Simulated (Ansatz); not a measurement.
### Question
Name crystals whose computed values (r²SCAN (plane waves, PAW; program Ansatz)) fall in these windows: G_Hill (GPa) 97 to 130; B₀ by P(V) fit (GPa) 180 to 230.

### Answer


```tsv
crystal	G_Hill (GPa)	B₀ by P(V) fit (GPa)
FeNi3, Cu3Au type	106	212
NaWO3, cubic perovskite	113	230
AlGaN2, P-4m2 (Al on 1c, Ga on 1a, N on 2g)	121	203
Nb2GaC, P6_3/mmc (Nb on 4f, Ga on 2d, C on 2a)	111	185
TiO2, rutile	120	226
```
Others may fit too.

Spin orders computed, not proven ground states: FeNi3, Cu3Au type ferromagnetic. Standing as an ambient phase not checked: NaWO3, cubic perovskite; AlGaN2, P-4m2 (Al on 1c, Ga on 1a, N on 2g); Nb2GaC, P6_3/mmc (Nb on 4f, Ga on 2d, C on 2a). Perhaps ordered models of mixed-site phases: AlGaN2, P-4m2 (Al on 1c, Ga on 1a, N on 2g). All cells were relaxed under the symmetry of their starts (and spin orders); stability against distortions was not tested throughout. Rows with no word on spin ran without spin polarisation. No Hubbard U is applied. Spin–orbit coupling is left out wherever it is not named.

Potentials: the later of the program's two PAW sets.
